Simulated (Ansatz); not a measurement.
**Electric field gradients in V2O5**

The cell is a structure deposited in the COD.

Space group Pmn2_1 (No. 31); a = 11.5440, b = 4.3830, c = 3.5710 Å.

```csv
site,Wyckoff,site symmetry,x,y,z
V,4b,1,0.1487,0.3913,0.0000
O5,4b,1,0.1457,0.0303,0.0295
O9,4b,1,0.3191,0.5027,0.0049
O13,2a,m..,0.0000,0.4995,0.0025
```

One atom of each set is listed.

Method: Kohn–Sham DFT in Ansatz, PBE, plane waves and PAW (field gradients read without the response of the frozen cores, which leaves them typically 4 to 6 % off), scalar-relativistic, 420 eV cutoff, Γ-centred 2×5×6 k-points, Fermi–Dirac smearing 0.02 eV.

Conventions: |V_zz| ≥ |V_yy| ≥ |V_xx|, η = (V_xx − V_yy)/V_zz, C_Q = eQV_zz/h.

V-51: I = 7/2, Q = -52.00 mb; ¹⁷O: I = 5/2, Q = -25.58 mb. Nuclear quadrupole moments: year-2017 set (Pyykkö).

(1) Which values are expected at the nuclei?

Results:

(1) 

```json
{"site": "V", "atoms": "4", "first shell": "5 O at 1.59–2.03 Å", "V_xx, V_yy, V_zz (10²¹ V/m²)": "-0.18, -1.90, 2.08", "η": "0.83", "C_Q (MHz)": "-2.62"}
{"site": "O5", "atoms": "4", "first shell": "1 V at 1.59 Å", "V_xx, V_yy, V_zz (10²¹ V/m²)": "0.13, 0.99, -1.12", "η": "0.77", "C_Q (MHz)": "0.690"}
{"site": "O9", "atoms": "4", "first shell": "3 V at 1.87–2.03 Å", "V_xx, V_yy, V_zz (10²¹ V/m²)": "0.82, 4.49, -5.31", "η": "0.69", "C_Q (MHz)": "3.29"}
{"site": "O13", "atoms": "2", "first shell": "2 V at 1.78 Å, angle 149°", "V_xx, V_yy, V_zz (10²¹ V/m²)": "3.03, 3.16, -6.19", "η": "0.02", "C_Q (MHz)": "3.83"}
```

At O13 V_zz points along the bisector of its two bonds (within 5°).

The largest force is 0.4 eV/Å, so the atoms aren't at the calculated equilibrium and relaxing them would move these values.
